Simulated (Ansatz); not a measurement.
CdS:
```
CdS
1.0
    4.16469     0.00000     0.00000
   -2.08235     3.60673     0.00000
    0.00000     0.00000     6.76805
Cd S
2 2
Cartesian
  2.08235   1.20224   3.38447
  0.00000   2.40448   0.00045
  2.08235   1.20224   5.93514
  0.00000   2.40448   2.55111
```

Relaxed with r²SCAN. Special points in fractions of this cell's reciprocal vectors: Γ (0.000, 0.000, 0.000); M (0.500, 0.000, 0.000); K (0.333, 0.333, 0.000); A (0.000, 0.000, 0.500); L (0.500, 0.000, 0.500); H (0.333, 0.333, 0.500).

### Question
List the band energies nearest the valence-band maximum at these points for plane-wave PAW r²SCAN with spin–orbit coupling (Ansatz code).

### Answer
In eV from the valence-band maximum; about four levels below and three above (degenerate sets whole), none deeper than 8.9 eV; points with the same levels are listed once.

```tsv
k	below	above
Γ	-0.01 -0.01 0.00 0.00	1.61 1.61 3.21 3.21
M	-1.27 -1.27 -0.75 -0.75	4.12 4.12 4.24 4.24
K	-1.82 -1.82 -1.79 -1.63 -1.63	4.94 4.94 5.49
A	-0.38 -0.38 -0.38 -0.38	3.25 3.25 3.25 3.25
L	-1.31 -1.31 -1.31 -1.31	3.86 3.86 3.86 3.86
H	-1.11 -1.11 -1.10 -1.10	4.81 4.81 4.85 4.85
```

Space group P6_3mc (wurtzite). The cell was relaxed with r²SCAN under the symmetry of its start.

Potentials: the earlier of the program's two PAW sets. The files were generated under PBE; for other functionals the program regenerates the frozen cores, and for LDA and PBEsol the local potential too.
